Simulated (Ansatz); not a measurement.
A relaxation computed with Ansatz, from input to last step.

```yaml
crystal:
  lattice:
    - [4.1852501739, -2.1029464634, 0.0]
    - [4.1852501739, 2.1029464634, 0.0]
    - [0.0, 0.0, 8.5926596416]
  atoms:
    - { symbol: Br, position: [0.8558336191, 0.1441663809, 0.1183569011] }
    - { symbol: Br, position: [0.6441663809, 0.3558336191, 0.6183569011] }
    - { symbol: Br, position: [0.1441663809, 0.8558336191, 0.8816430989] }
    - { symbol: Br, position: [0.3558336191, 0.6441663809, 0.3816430989] }
basis:
  ecutwfc: 420
kpoints:
  mp_grid: { grid: [8, 8, 4] }
hamiltonian:
  xc: pbe
scf:
  occupations: { method: gaussian, width: 0.02 }
output:
  forces: true
  stress: true
  eigenvalues: true
  write_density: true
  write_potential: true
  elf: true
  volumetric_format: npy
relax:
  adjacent_minimum: "off"
  f_tol: 0.01
  max_steps: 30
  cell: { stress_tol: 0.1, fix: [volume] }
```

```bash
ansatz run input.yaml --threads 1 --pin off --max-ram 2560MiB --backend cpu --events-out ev --progress --plain --runs-dir out
```

Method: DFT PBE, scalar-relativistic, plane waves, PAW in Ansatz.

The volume is held at 0.94 times that of the relaxed cell.

Of 6 frames 5 are shown, positions in Å and forces in eV/Å; the SCF threshold varies from step to step. Steps run on the plane waves of an earlier cell, with a Pulay correction in the pressure. The basis is chosen afresh for the last frame, the zero of the energies, and at times for earlier ones too; energy and pressure step there, also at an unchanged geometry.

```xyz
4
Lattice="4.1852 -2.1029 0.0000 4.1852 2.1029 0.0000 0.0000 0.0000 8.5927" Properties=species:S:1:pos:R:3:forces:R:3 pbc="T T T" step=1 free_energy_over_end_meV_per_atom=3.02 pressure_GPa=0.90
Br    4.1852   -1.4966    1.0170    0.0000    0.1363    0.1802
Br    4.1852   -0.6063    5.3133    0.0000   -0.1363    0.1802
Br    4.1852    1.4966    7.5757    0.0000   -0.1363   -0.1802
Br    4.1852    0.6063    3.2793    0.0000    0.1363   -0.1802
4
Lattice="4.1298 -2.1065 0.0000 4.1298 2.1065 0.0000 0.0000 0.0000 8.6934" Properties=species:S:1:pos:R:3:forces:R:3 pbc="T T T" step=2 free_energy_over_end_meV_per_atom=0.58 pressure_GPa=0.19
Br    4.1298   -1.4861    1.0218    0.0000   -0.0201    0.0566
Br    4.1298   -0.6204    5.3685    0.0000    0.0201    0.0566
Br    4.1298    1.4861    7.6716    0.0000    0.0201   -0.0566
Br    4.1298    0.6204    3.3249    0.0000   -0.0201   -0.0566
4
Lattice="4.1193 -2.1165 0.0000 4.1193 2.1165 0.0000 0.0000 0.0000 8.6744" Properties=species:S:1:pos:R:3:forces:R:3 pbc="T T T" step=3 free_energy_over_end_meV_per_atom=0.12 pressure_GPa=0.15
Br    4.1193   -1.5019    1.0284    0.0000   -0.0151   -0.0100
Br    4.1193   -0.6146    5.3656    0.0000    0.0151   -0.0100
Br    4.1193    1.5019    7.6460    0.0000    0.0151    0.0100
Br    4.1193    0.6146    3.3088    0.0000   -0.0151    0.0100
4
Lattice="4.1098 -2.1205 0.0000 4.1098 2.1205 0.0000 0.0000 0.0000 8.6779" Properties=species:S:1:pos:R:3:forces:R:3 pbc="T T T" step=4 free_energy_over_end_meV_per_atom=0.06 pressure_GPa=0.14
Br    4.1098   -1.5084    1.0294    0.0000   -0.0102   -0.0133
Br    4.1098   -0.6121    5.3683    0.0000    0.0102   -0.0133
Br    4.1098    1.5084    7.6485    0.0000    0.0102    0.0133
Br    4.1098    0.6121    3.3096    0.0000   -0.0102    0.0133
4
Lattice="4.0938 -2.1262 0.0000 4.0938 2.1262 0.0000 0.0000 0.0000 8.6888" Properties=species:S:1:pos:R:3:forces:R:3 pbc="T T T" step=6 free_energy_over_end_meV_per_atom=0.00 pressure_GPa=0.13
Br    4.0938   -1.5175    1.0299    0.0000   -0.0012   -0.0050
Br    4.0938   -0.6086    5.3743    0.0000    0.0012   -0.0050
Br    4.0938    1.5175    7.6588    0.0000    0.0012    0.0050
Br    4.0938    0.6086    3.3145    0.0000   -0.0012    0.0050
```

It took 3.3 min on 1 thread of AMD EPYC (Zen 3) (shared host), peak memory 0.48 GiB.

The cell holds layers, and where no dispersion correction was added their binding is poorly described.